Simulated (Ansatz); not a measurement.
The start is a generated trial cell of BP in the alpha-GeTe structure type. Cell shape, volume and atoms are optimised at zero target pressure with PBE (plane waves to 420 eV, PAW, scalar-relativistic; Ansatz, an electronic-structure program). The first steps use a coarse 9×9×9 k-mesh.

Input geometry:
```
BP
1.0
    1.49738     0.86451     2.56276
   -1.49738     0.86451     2.56276
    0.00000    -1.72903     2.56276
B P
1 1
Direct
  0.23760   0.23760   0.23760
  0.76240   0.76240   0.76240
```

### Question
Does the structure survive the relaxation? Give the final space group.

### Answer
The space group goes from R3m (No. 160) to F-43m (No. 216); the end is zinc blende type, with 2 atoms in the primitive cell.

### Question
By how much does the energy per atom fall from start to end?

### Answer
1.07 eV/atom.

### Question
How does the volume per atom move from start to end?

### Answer
+18.2 %, from 9.95 to 11.76 Å³/atom.

### Question
How do the shortest distances between atoms change?

### Answer
The closest pairs of elements (up to four, under 3.6 Å), start → end: B–P 2.04 → 1.97 Å; B–B 2.99 → 3.22 Å; P–P 2.99 → 3.22 Å.

### Question
Is the relaxed structure metallic? Give its gap.

### Answer
1.25 eV, indirect (valence top at Γ, conduction bottom at 83 % of the way from Γ to X) (no spin-orbit coupling).

### Question
Write out the relaxed structure.

### Answer

```cif
data_B4P4
_chemical_formula_sum 'B4 P4'
_space_group_name_H-M_alt 'F-43m'
_space_group_IT_number 216
_space_group_name_Hall 'F -4 2 3'
_cell_length_a 4.54830
_cell_length_b 4.54830
_cell_length_c 4.54830
_cell_angle_alpha 90.000
_cell_angle_beta 90.000
_cell_angle_gamma 90.000
loop_
_atom_site_label
_atom_site_type_symbol
_atom_site_symmetry_multiplicity
_atom_site_Wyckoff_symbol
_atom_site_fract_x
_atom_site_fract_y
_atom_site_fract_z
_atom_site_occupancy
B1 B 4 d 0.75000 0.75000 0.75000 1
P1 P 4 b 0.50000 0.50000 0.50000 1
```
(The calculation used a cell of 2 atoms; values per cell refer to that cell.)

Final values are on a 12×12×12 k-mesh of the relaxed cell. No spin polarisation in the result.

The run could not lose the symmetry of its start; a randomly shaken copy of 4 atoms returns to this structure.
